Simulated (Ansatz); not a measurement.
K₂NaInF₆:
```yaml
crystal:
  lattice:
    - [0.00000, 4.29059, 4.29059]
    - [4.29059, 0.00000, 4.29059]
    - [4.29059, 4.29059, 0.00000]
  atoms:
    - { symbol: K, position: [0.75000, 0.75000, 0.75000] }
    - { symbol: K, position: [0.25000, 0.25000, 0.25000] }
    - { symbol: Na, position: [0.50000, 0.50000, 0.50000] }
    - { symbol: In, position: [0.00000, 0.00000, 0.00000] }
    - { symbol: F, position: [0.75864, 0.24136, 0.24136] }
    - { symbol: F, position: [0.24136, 0.75864, 0.75864] }
    - { symbol: F, position: [0.24136, 0.75864, 0.24136] }
    - { symbol: F, position: [0.75864, 0.24136, 0.75864] }
    - { symbol: F, position: [0.24136, 0.24136, 0.75864] }
    - { symbol: F, position: [0.75864, 0.75864, 0.24136] }
```

This is the PBEsol-relaxed structure.

**Question.** All from PBEsol (plane waves, PAW; program Ansatz), unless another level is named. Estimate the Poisson's ratio.

**Answer.** 0.27.

**Question.** Predict the elastic constants (relaxed ions, GPa).

**Answer.** C11 = 85.3, C12 = 18.9, C44 = 16.8.

Space group Fm-3m. The workflow started from a Materials Project entry (that database holds measured and hypothetical structures alike); the Crystallography Open Database copy checked does not list it. Its standing as an ambient phase is unchecked. Symmetry was held in the PBEsol relaxation; its stability against distortions is not shown here.

Potentials: the later of the program's two PAW sets.
